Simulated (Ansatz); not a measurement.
LiF:
```
LiF
1.0
    0.00000     2.00329     2.00329
    2.00329     0.00000     2.00329
    2.00329     2.00329     0.00000
Li F
1 1
Direct
  0.00000   0.00000   0.00000
  0.50000   0.50000   0.50000
```

Relaxed with PBEsol. Special points in fractions of this cell's reciprocal vectors: Γ (0.000, 0.000, 0.000); X (0.500, 0.000, 0.500); U (0.625, 0.250, 0.625); K (0.375, 0.375, 0.750); L (0.500, 0.500, 0.500); W (0.500, 0.250, 0.750).

Problem. List the band energies nearest the valence-band maximum at these points for PBEsol (plane waves, PAW; program Ansatz).

Solution. In eV from the valence-band maximum; about four levels below and three above (degenerate sets whole), none deeper than 8.9 eV; … stands for higher levels left out; points with the same levels are listed once.

```csv
k,below,above
Γ,0.00 0.00 0.00,9.06 …
X,-3.13 -1.04 -1.04,14.78 …
U,-2.60 -1.62 -0.76,14.40 …
L,-2.61 -0.24 -0.24,10.67 …
W,-2.16 -2.16 -0.82,…
```

Space group Fm-3m (rock salt). The PBEsol relaxation kept the symmetry of its start.

Potentials: the earlier of the program's two PAW sets. The files were generated under PBE; for other functionals the program regenerates the frozen cores, and for LDA and PBEsol the local potential too.
